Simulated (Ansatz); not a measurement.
TlBr in space group P-6m2 (No. 187; Tl on 1a, Br on 1f), the program Ansatz at the PBE+D3(BJ) level (PAW), all energies at zero smearing, with the estimated change up to a 700 eV cutoff added, with one set of potentials and settings (totals compare only within such a set). Cell of 2 atoms (1 Tl, 1 Br): -14229.521 eV.

```tsv
element	reference phase	E (eV/atom)
Tl	P6_3/mmc, 2 atoms in the cell	-11444.4724
Br	Cmce, 4 atoms in the cell	-2783.3876
```

Formation energy per atom, worked out: (-14229.521 − 1×(-11444.4724) − 1×(-2783.3876))/2 = -0.831 eV/atom (-80 kJ per mol of atoms), at 0 K, without zero-point energy or fitted corrections.

The cell is a constructed one: a structure type filled with these elements; neither database checked (COD, Materials Project) lists it. COD files the formula under space group No. 221, so this cell is another polymorph or a model. Its standing as an ambient phase is unchecked. The cell was relaxed with PBE+D3(BJ) under the symmetry of its start; phonons on a q-mesh show no instability. The references are the lowest solids computed at this level, not always the standard phases. Scalar-relativistic: spin–orbit coupling is off unless named, which matters more the heavier the elements.

Potentials: the later of the program's two PAW sets.
